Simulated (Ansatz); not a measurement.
**Property card for SiCO4**

SiCO$_{4}$:
```
SiCO4
1.0
   -2.17791     2.17791     3.27548
    2.17791    -2.17791     3.27548
    2.17791     2.17791    -3.27548
Si C O
1 1 4
Direct
  0.00000   0.00000   0.00000
  0.75000   0.25000   0.50000
  0.41284   0.27685   0.42637
  0.85048   0.98647   0.57363
  0.72315   0.14952   0.13599
  0.01353   0.58716   0.86401
```

Space group I-4 (No. 82); conventional cell a = b = 4.3558 Å, c = 6.5510 Å, α = β = γ = 90.00°.

Method: the program Ansatz at the r²SCAN level (PAW). Structure relaxed to zero pressure with the same functional. Other levels are named where they apply.

Cell and energy:

- Volume per atom = 10.36 Å³
- Density = 2.78 g/cm³
- Formation energy from the elements (no fitted shifts) = -1.92 eV/atom

Electronic structure:

* **Band gap**: 7.90 eV (indirect)
* **Valence-band maximum**: at M
* **Conduction-band minimum**: at Γ
* **Smallest direct gap on the standard path**: 8.24 eV
* **Electron effective mass**: 0.54 mₑ (isotropic)

Mechanics:

- Bulk modulus (Birch–Murnaghan fit): 70.5 GPa
- Pressure derivative B′: 3.0

Charges:

- Bader charges: Si +3.34, C +2.30, O -1.41 e

The start of the workflow was typed in or built on a structure type; neither database checked (COD, Materials Project) lists it. Its standing as an ambient phase is unchecked. Symmetry was held in the r²SCAN relaxation; its stability against distortions is not shown here. The references are the lowest solids computed at this level, not always the standard phases (solids in place of the gases).

Potentials: the earlier of the program's two PAW sets.
